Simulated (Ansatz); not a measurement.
Ag3SI:
```
CELL_PARAMETERS angstrom
      3.40325     1.96487     2.76052
     -3.40325     1.96487     2.76052
      0.00000    -3.92974     2.76052
ATOMIC_POSITIONS crystal
  Ag 0.53853 0.87414 0.01959
  Ag 0.01959 0.53853 0.87414
  Ag 0.87414 0.01959 0.53853
  S  0.04558 0.04558 0.04558
  I  0.49106 0.49106 0.49106
```

Plane-wave PAW PBEsol (Ansatz code) gives a gap of 0.51 eV without spin–orbit coupling, maximum off the standard path, at k = (0.057, 0.333, -0.380) in fractions of the reciprocal vectors, minimum at Γ.

Problem. What happens when spin–orbit coupling is switched on?

Solution. The gap decreases by 0.13 eV, to 0.38 eV; maximum off the standard path, at k = (0.068, 0.328, -0.375) in fractions of the reciprocal vectors, minimum at Γ.

Space group R3. The workflow started from an entry of the Crystallography Open Database (COD), which files this formula under 2 space groups. Its standing as an ambient phase is unchecked. The cell was relaxed with PBEsol under the symmetry of its start; its stability against distortions is not shown here. The run is not spin-polarised.

Potentials: the later of the program's two PAW sets.
